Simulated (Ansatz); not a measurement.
SrGe2Rh2 in space group I4/mmm (No. 139; Sr on 2a, Ge on 4e, Rh on 4d), plane-wave PAW PBE (Ansatz code), all energies at zero smearing, with the estimated change up to a 700 eV cutoff added, with one set of potentials and settings (totals compare only within such a set). Cell of 5 atoms (1 Sr, 2 Ge, 2 Rh): -24943.873 eV.

```json
[
 {"element": "Sr", "reference phase": "C2/m, 3 atoms in the cell", "E (eV/atom)": "-3544.2201"},
 {"element": "Ge", "reference phase": "Fd-3m, 2 atoms in the cell", "E (eV/atom)": "-4294.9847"},
 {"element": "Rh", "reference phase": "Fm-3m, 1 atoms in the cell", "E (eV/atom)": "-6402.8911"}
]
```

Formation energy per atom, worked out: (-24943.873 − 1×(-3544.2201) − 2×(-4294.9847) − 2×(-6402.8911))/5 = -0.780 eV/atom (-75 kJ per mol of atoms), at 0 K, without zero-point energy or fitted corrections.

The first step of the workflow began from a Materials Project structure, measured or hypothetical; the Crystallography Open Database copy checked does not list it. Its standing as an ambient phase is unchecked. The cell was relaxed with PBE under the symmetry of its start; whether a distortion lowers the energy is not shown. The run is not spin-polarised. The references are the lowest solids computed at this level, not always the standard phases.

Potentials: the later of the program's two PAW sets.
